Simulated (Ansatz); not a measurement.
**Be₄Si: reading a single point**

```xyz
10
Lattice="3.5961 0.0000 0.0000 0.0000 3.5961 0.0000 0.0000 0.0000 7.5253" Properties=species:S:1:pos:R:3 pbc="T T T"
Be    0.0000    0.0000    0.0000
Be    1.7981    1.7981    0.0000
Be    0.0000    1.7981    3.6197
Be    1.7981    0.0000    3.9056
Si    0.0000    1.7981    1.2718
Si    1.7981    0.0000    6.2535
Be    0.0000    0.0000    2.2877
Be    1.7981    1.7981    2.2877
Be    1.7981    1.7981    5.2376
Be    0.0000    0.0000    5.2376
```

The numbers come from plane-wave PAW DFT (Ansatz): r2SCAN, no spin polarisation, 500 eV, 9×9×5 Γ-centred k points, fermi-dirac occupations (width 0.1 eV). Nothing was relaxed.

Q: Which element gives electrons and which takes them?

A: Bader charges in e: Be +0.69 to +1.53, Si -4.86. In the mean Be gives up most and Si takes most.

Q: Metal or insulator?

A: It is a metal, with about 2.6 states/eV a cell as the mean within 0.25 eV of the Fermi level.

Q: Where is the largest force?

A: The largest is on Be8 (and as large on other atoms): 2.13 eV/Å, components (0.00, 0.00, 2.13). It makes 119° with the line to a nearest neighbour, Si5 at 2.07 Å.

Q: What is the formation energy?

A: 0.47 eV an atom against the elements' usual phases (free molecules for gases, crystals otherwise, with no correction for O₂ or N₂), so at this geometry it isn't bound against them. Relaxing would lower it.

Origin: a known structure type with other elements, at an estimated volume, so it need not be a known compound. Caveats: atoms or cell far from equilibrium.
